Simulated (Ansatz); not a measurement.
GaAs:
```
CELL_PARAMETERS angstrom
      6.98794     0.00000     0.00000
      0.00000     6.98794     0.00000
      0.00000     0.00000     6.98794
ATOMIC_POSITIONS crystal
  Ga 0.25000 0.00000 0.50000
  Ga 0.50000 0.25000 0.00000
  Ga 0.50000 0.75000 0.00000
  Ga 0.75000 0.00000 0.50000
  Ga 0.00000 0.50000 0.75000
  Ga 0.00000 0.50000 0.25000
  As 0.25000 0.50000 0.00000
  As 0.00000 0.25000 0.50000
  As 0.00000 0.75000 0.50000
  As 0.75000 0.50000 0.00000
  As 0.50000 0.00000 0.75000
  As 0.50000 0.00000 0.25000
```

Relaxed with r²SCAN.

Q: Which orbitals make up the states near the band edges in DFT-r²SCAN in the program Ansatz with PAW potentials?

A: Top 1 eV of the valence band: As 4p 73 %, Ga 4p 24 %. Bottom 1 eV of the conduction band: Ga 4p 37 %, Ga 4s 26 %, As 4p 23 %, As 4s 9 %, outside the projected shells 6 %. Projections are on Löwdin-orthogonalised atomic valence shells; empty p or d shells of many metals are not among them.

Q: Tabulate the density of states.

A: States/eV per cell of 12 atoms, in 0.25 eV bins, energy from the valence-band maximum.

| E (eV) | total | As 4p | Ga 4p | Ga 4s |
|---|---|---|---|---|
| -7.85 | 0.00 | 0.00 | 0.00 | 0.00 |
| -7.60 | 0.00 | 0.00 | 0.00 | 0.00 |
| -7.35 | 0.92 | 0.43 | 0.06 | 0.41 |
| -7.10 | 6.16 | 2.86 | 0.44 | 2.56 |
| -6.85 | 3.16 | 1.42 | 0.21 | 1.31 |
| -6.60 | 2.52 | 1.08 | 0.11 | 1.18 |
| -6.35 | 8.31 | 3.48 | 0.24 | 4.16 |
| -6.10 | 4.49 | 1.91 | 0.21 | 2.00 |
| -5.85 | 3.23 | 1.37 | 0.17 | 1.36 |
| -5.60 | 3.32 | 1.40 | 0.17 | 1.35 |
| -5.35 | 1.57 | 0.68 | 0.09 | 0.60 |
| -5.10 | 1.47 | 0.67 | 0.14 | 0.48 |
| -4.85 | 2.23 | 1.06 | 0.29 | 0.61 |
| -4.60 | 2.79 | 1.35 | 0.40 | 0.70 |
| -4.35 | 3.70 | 1.89 | 0.69 | 0.75 |
| -4.10 | 4.71 | 2.49 | 1.12 | 0.71 |
| -3.85 | 2.36 | 1.32 | 0.88 | 0.08 |
| -3.60 | 5.05 | 2.88 | 1.71 | 0.25 |
| -3.35 | 3.73 | 2.14 | 1.20 | 0.22 |
| -3.10 | 8.24 | 4.85 | 2.73 | 0.36 |
| -2.85 | 8.27 | 4.91 | 2.63 | 0.40 |
| -2.60 | 11.55 | 7.08 | 3.63 | 0.48 |
| -2.35 | 5.86 | 3.67 | 1.85 | 0.19 |
| -2.10 | 3.23 | 2.10 | 0.97 | 0.08 |
| -1.85 | 8.79 | 5.98 | 2.47 | 0.13 |
| -1.60 | 12.75 | 8.96 | 3.31 | 0.19 |
| -1.35 | 10.12 | 7.35 | 2.31 | 0.20 |
| -1.10 | 4.95 | 3.75 | 1.00 | 0.06 |
| -0.85 | 3.53 | 2.53 | 0.83 | 0.03 |
| -0.60 | 3.29 | 2.37 | 0.80 | 0.01 |
| -0.35 | 2.87 | 2.09 | 0.71 | 0.00 |
| -0.10 | 0.85 | 0.65 | 0.18 | 0.00 |
| 0.15 | 0.00 | 0.00 | 0.00 | 0.00 |
| 0.40 | 0.00 | 0.00 | 0.00 | 0.00 |
| 0.65 | 0.00 | 0.00 | 0.00 | 0.00 |
| 0.90 | 0.07 | 0.01 | 0.02 | 0.02 |
| 1.15 | 1.50 | 0.31 | 0.56 | 0.40 |
| 1.40 | 3.55 | 0.80 | 1.30 | 0.92 |
| 1.65 | 4.43 | 1.05 | 1.65 | 1.10 |
| 1.90 | 4.35 | 1.17 | 1.56 | 1.05 |
| 2.15 | 4.71 | 1.31 | 1.57 | 1.13 |
| 2.40 | 8.13 | 2.29 | 2.55 | 1.97 |
| 2.65 | 8.43 | 2.17 | 2.73 | 1.98 |
| 2.90 | 8.08 | 2.52 | 2.17 | 2.00 |
| 3.15 | 4.15 | 1.44 | 0.98 | 1.09 |
| 3.40 | 3.67 | 0.63 | 2.09 | 0.28 |
| 3.65 | 8.12 | 1.20 | 4.85 | 0.42 |
| 3.90 | 5.90 | 1.03 | 3.17 | 0.47 |
| 4.15 | 5.84 | 1.19 | 2.94 | 0.52 |
| 4.40 | 7.65 | 1.47 | 3.68 | 0.58 |
| 4.65 | 8.84 | 1.70 | 3.93 | 0.63 |
| 4.90 | 7.30 | 1.40 | 3.33 | 0.46 |
| 5.15 | 10.57 | 2.08 | 4.66 | 0.63 |
| 5.40 | 6.08 | 1.31 | 2.70 | 0.32 |
| 5.65 | 6.77 | 1.30 | 2.56 | 0.29 |

Space group Pm-3n. The start of the workflow was typed in or built on a structure type; neither database checked (COD, Materials Project) lists it. It is not the phase usual at ambient conditions (space group No. 216). The cell was relaxed with r²SCAN under the symmetry of its start; whether a distortion lowers the energy is not shown. The volume moved by 22 % from the start of the relaxation. Scalar-relativistic: spin–orbit coupling is off unless named, which matters more the heavier the elements.

Potentials: the later of the program's two PAW sets.
